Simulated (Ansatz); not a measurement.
The elements of this relaxed trial crystal are hidden behind letters.

```
lattice vectors (Å)
  -3.4200    3.4200    5.2791
   3.4200   -3.4200    5.2791
   3.4200    3.4200   -5.2791
fractional positions
X 0.5000 0.5000 0.0000
X 0.0000 0.0000 0.0000
Z 0.7500 0.2500 0.5000
Z 0.2500 0.7500 0.5000
Q 0.3369 0.8369 0.1738
Q 0.8369 0.6631 0.5000
Q 0.7500 0.7500 0.0000
Q 0.6631 0.1631 0.8262
Q 0.1631 0.3369 0.5000
Q 0.2500 0.2500 0.0000
```

Level of theory: DFT PBE, scalar-relativistic, plane waves, PAW in Ansatz. Plane waves to 420 eV, an 8×8×8 mesh through Γ for the 10-atom cell and 0.10 eV Gaussian smearing; no spin polarisation.

* Space group: I4/mcm (No. 140)
* Conventional cell: a = 6.840 Å, c = 10.558 Å
* Volume per atom: 24.70 Å³
* Density: 6.93 g/cm³
* Formation energy: −0.15 eV/atom
* Gap on the 8×8×8 mesh of the 10-atom cell: 0 eV (a metal)

Energies are uncorrected and count from the elements' standard states at the same level.

Problem. X is a p-block element of period 4, Z is a p-block element of period 6 and Q is a p-block element of period 4. Which elements are they?

Solution. X = Ga, Z = Bi, Q = Se, so the formula is GaBiSe3. Density times volume gives a mean mass of 6.93 × 24.70/1.6605 = 103.1 u per atom, and this set has 103.1 u. Ga has 6 Se at 2.56–2.64 Å; Bi is surrounded by 4 Se at 3.08 Å and 4 Se at 3.42 Å; Se on a site of symmetry m2m is surrounded by 2 Ga at 2.56 Å and 2 Bi at 3.08 Å; 1 more site not described. Other sets within the hints have nearly the same mass, so mass alone doesn't settle it; this one was computed.

These runs have no spin–orbit coupling, which can matter for Bi. Symmetry constrained the relaxation, so the result can be a saddle point.
